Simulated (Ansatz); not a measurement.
**RbCaH$_{3}$: a vibration from a frozen displacement**

The calculation used Ansatz 0.2.0, DFT LDA, scalar-relativistic, plane waves, PAW. Cutoff 420 eV, Γ-centred 6×6×6 k-points, Gaussian smearing of 0.05 eV. No spin polarisation. Energies are free energies at this smearing, counted from the undisturbed cell; pressure is positive in compression.

The starting cell (as given, not relaxed at this level; it stands at -2.4 GPa, and it needn't be the usual structure):

```
CELL_PARAMETERS angstrom
4.54700 0.00000 0.00000
0.00000 4.54700 0.00000
0.00000 0.00000 4.54700
ATOMIC_POSITIONS crystal
Rb 0.00000 0.00000 0.00000
Ca 0.50000 0.50000 0.50000
H 0.00000 0.50000 0.50000
H 0.50000 0.00000 0.50000
H 0.50000 0.50000 0.00000
```

Every Rb atom is moved by x along the Cartesian unit vector (0.000, 0.000, 1.000); the cell and all other atoms stay fixed. The cell's volume is 94.01 Å³; the moved atoms weigh 85.468 u together and the others 43.102 u. Some rows repeat others by symmetry and weren't run.

```
  x (Å)  ΔE (meV/cell) total force on the moved atoms along the move (eV/Å) pressure (GPa)
-0.5000         110.75                                                0.4704         -1.7251
-0.4375          83.53                                                0.4011         -1.8833
-0.3750          60.54                                                0.3355         -2.0207
-0.3125          41.53                                                0.2733         -2.1372
-0.2500          26.31                                                0.2144         -2.2326
-0.1875          14.67                                                0.1582         -2.3069
-0.1250           6.48                                                0.1042         -2.3599
-0.0625           1.61                                                0.0517         -2.3918
 0.0000           0.00                                                0.0000         -2.4024
 0.0625           1.61                                               -0.0517         -2.3918
 0.1250           6.48                                               -0.1042         -2.3599
 0.1875          14.67                                               -0.1582         -2.3069
 0.2500          26.31                                               -0.2144         -2.2326
 0.3125          41.53                                               -0.2733         -2.1372
 0.3750          60.54                                               -0.3355         -2.0207
 0.4375          83.53                                               -0.4011         -1.8833
 0.5000         110.75                                               -0.4704         -1.7251
```

Q: What frequency belongs to this motion?

A: The force constant is k = −dF/dx = 0.827 eV/Å², from the parabola through x = -0.0625, 0 and 0.0625. In every cell the moved atoms swing against the rest, so the mass is μ = m₁m₂/(m₁ + m₂) = 28.652 u, and ν̃ = 521.5 cm⁻¹ × √(|k|/μ) = 89 cm⁻¹, at this cell's pressure of -2.4 GPa. The pattern needn't be a normal mode: ν̃² is then a weighted mean of the squared nonzero frequencies at the zone centre of this cell, taken without macroscopic field, so it lies between the lowest and the highest of them.

Q: How far does the harmonic law reach?

A: At x = -0.500 Å, kx²/2 = 103.40 meV against the computed 110.75 meV (+7.1 %): the well is still close to harmonic there.

Q: The pressure changes with x². What does that say about the frequency under compression?

A: With E = k(V)x²/2, k ∝ V^(−2γ) and x scaling with the cell as V^(1/3), P − P0 = −∂E/∂V = (2γ − 2/3) ΔE/V. At x = 0.1250 Å, V(P − P0) = 94.01 × 0.04246 / 160.2 eV = 24.91 meV and ΔE = 6.48 meV, so γ = 1/3 + V(P − P0)/(2ΔE) = 2.25. This is the Grüneisen parameter of the motion under uniform scaling of the cell: shrinking the cell evenly by 1 % in volume raises the frequency by about 2.25 %.